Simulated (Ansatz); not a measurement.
A distorted cell of CuI (zinc blende):

```yaml
crystal:
  lattice:
    - [0.00000, 3.03640, 3.03640]
    - [3.03640, 0.00000, 3.03640]
    - [3.03640, 3.03640, 0.00000]
  atoms:
    - { symbol: I, position: [0.75000, 0.75000, 0.75000] }
    - { symbol: Cu, position: [0.00000, 0.00000, 0.00000] }
```

Calculation: r2SCAN (plane waves to 500 eV, PAW, scalar-relativistic; Ansatz, a first-principles code). k mesh 10×10×10 (Γ-centred), Fermi-Dirac smearing 0.05 eV. E stands for the smeared free energy. Compression counts positive. CuI is run without spin polarisation. CuI was relaxed with its symmetry unable to fall. Spin-orbit coupling is left out, though I is heavy.

Question: What is the stress tensor (GPa)?

Answer: 
```
  -1.02     0.00     0.00
   0.00    -1.02     0.00
   0.00     0.00    -1.02
```
The pressure, a third of the trace, is -1.02 GPa.

Question: It is the relaxed cell scaled evenly to V/V₀ = 1.025, atoms relaxed where free. What is its energy relative to the relaxed cell?

Answer: 2.2 meV/atom.

(A scan under strain: stresses follow from slopes of the energy per volume, elastic moduli from its curvatures.)
